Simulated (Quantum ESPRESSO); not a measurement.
# In2Ga2Hf3Pd: one composition in several site orders

Simulated, not a measurement. The program is pw.x of Quantum ESPRESSO 7.5 (plane-wave density functional theory). The cell is made up: eight metal atoms on a hexagonal close-packed lattice, with elements, volume, strain and displacements drawn at random and not relaxed, so it may be unstable or far from any real phase. PseudoDojo standard norm-conserving files set the functional (PBE unless stated); there is no spin polarisation or spin-orbit coupling, the Fermi-Dirac width of 0.25 eV means electrons at about 2900 K, and the masses in the input are unused placeholders. Heavy elements are run without spin-orbit coupling, which real alloys of them have. A spin test at this wide smearing found no moment, but such smearing suppresses magnetism that the real alloy may have.

The runs put one composition on the sites in different orders. Cell, positions, cutoff, mesh and smearing stay as in the input of run 1; sites are counted in its order. Stress in the tables is positive in tension.

Input of run 1:

```
&control calculation='scf', pseudo_dir='./dojo.nc.sr.pbe.v0_5.standard.upf', outdir='./o', disk_io='minimal', tprnfor=.true., tstress=.true. /
&system ibrav=0, nat=8, ntyp=4, nbnd=66, ecutwfc=82.02448710, nosym=.true., tot_charge=0,
 occupations='smearing', smearing='fd', degauss=0.0183746611
/
&electrons conv_thr=1.470e-08, electron_maxstep=70, mixing_beta=0.5 /
ATOMIC_SPECIES
Ga 1.0 Ga.upf
Hf 1.0 Hf.upf
In 1.0 In.upf
Pd 1.0 Pd.upf
CELL_PARAMETERS angstrom
0.0302 -0.0439 5.2282
6.2324 -0.0055 0.0372
-3.1209 5.441 -0.0653
ATOMIC_POSITIONS angstrom
In -0.0047 0.0269 -0.0089
Ga -1.6023 2.7636 -0.0073
Ga 3.1365 -0.0018 0.066
In 1.5495 2.7133 0.0056
Hf 0.0054 1.786 2.6417
Hf -1.5213 4.5164 2.5704
Hf 3.1747 1.7692 2.5415
Pd 1.5806 4.578 2.6078
K_POINTS automatic
5 4 4 1 1 1
```

```
run  elements on sites 1 to 8  free energy less that of run 1 (eV)  -TS (eV)  pressure (GPa)  stress xx (GPa)  stress yy (GPa)  stress zz (GPa)  stress yz (GPa)  stress xz (GPa)  stress xy (GPa)  iterations
  1   In Ga Ga In Hf Hf Hf Pd                                0.000    -1.345           -6.92             3.99             4.08            12.69            -0.20            -0.05            -0.10          15
  2   Pd Ga In Hf In Hf Hf Ga                               -0.129    -1.245           -8.74             9.59             8.04             8.57            -0.18            -0.36            -0.60          15
  3   Hf Ga Hf Ga Hf In In Pd                               -0.189    -1.279           -8.49             8.49            10.23             6.76            -0.28             0.34            -0.28          15
  4   Hf Ga Pd Hf In Ga In Hf                                0.096    -1.321           -6.46             8.18             5.98             5.21            -0.09             0.00            -1.25          16
  5   In Hf Ga In Ga Pd Hf Hf                               -0.101    -1.285           -8.34             8.21             8.69             8.12            -0.07             0.18             0.88          15
  6   In Ga Hf Ga Hf In Hf Pd                               -0.125    -1.291           -8.33             7.70             8.76             8.53            -0.50             0.33            -0.07          16
```

Forces Fx Fy Fz (eV/Å):

| site | run 1 | run 2 | run 3 | run 4 | run 5 | run 6 |
| --- | --- | --- | --- | --- | --- | --- |
| 1 | -0.03 -0.02 0.13 | 0.18 -0.14 0.00 | -0.21 -0.08 0.13 | 0.08 -0.41 0.14 | 0.46 0.06 0.07 | -0.34 -0.31 0.09 |
| 2 | 0.15 -0.07 -0.13 | -0.37 0.22 -0.10 | 0.19 -0.32 -0.11 | 0.31 0.03 -0.11 | 0.18 0.16 -0.21 | 0.11 -0.49 -0.10 |
| 3 | -0.30 0.13 -0.18 | -0.16 0.09 -0.43 | 0.14 -0.29 -0.40 | -0.10 -0.02 -0.05 | 0.04 0.08 -0.11 | 0.36 0.07 -0.41 |
| 4 | -0.02 0.03 -0.06 | 0.50 0.01 -0.05 | -0.15 0.21 -0.04 | 0.07 0.44 -0.07 | 0.03 0.10 -0.13 | 0.05 -0.10 -0.01 |
| 5 | 0.05 0.16 -0.10 | 0.22 -0.28 0.01 | 0.41 0.14 -0.04 | 0.23 0.24 -0.11 | -0.11 0.27 -0.08 | 0.11 0.41 -0.07 |
| 6 | 0.20 -0.07 -0.03 | -0.49 -0.10 0.10 | -0.21 -0.05 0.06 | 0.00 0.24 0.02 | 0.00 -0.16 -0.06 | 0.13 -0.15 0.05 |
| 7 | -0.04 -0.08 0.32 | -0.22 0.46 0.41 | -0.08 0.40 0.41 | -0.42 -0.03 0.18 | -0.43 -0.04 0.51 | -0.28 0.53 0.51 |
| 8 | -0.02 -0.08 0.05 | 0.34 -0.27 0.07 | -0.11 -0.01 -0.01 | -0.17 -0.50 0.01 | -0.17 -0.47 0.01 | -0.14 0.04 -0.05 |

The sites are displaced and not relaxed, so the energy differences mix bonding between neighbours with strain and are not ordering energies. A rerun of one cell of this series at a higher cutoff and on a denser mesh moved values by no more than 0.012 eV in energy, 0.12 GPa in stress and 0.010 eV/Å in force, and a second program with other atomic files agreed on that cell to 2 % rms in force and 0.5 GPa in pressure.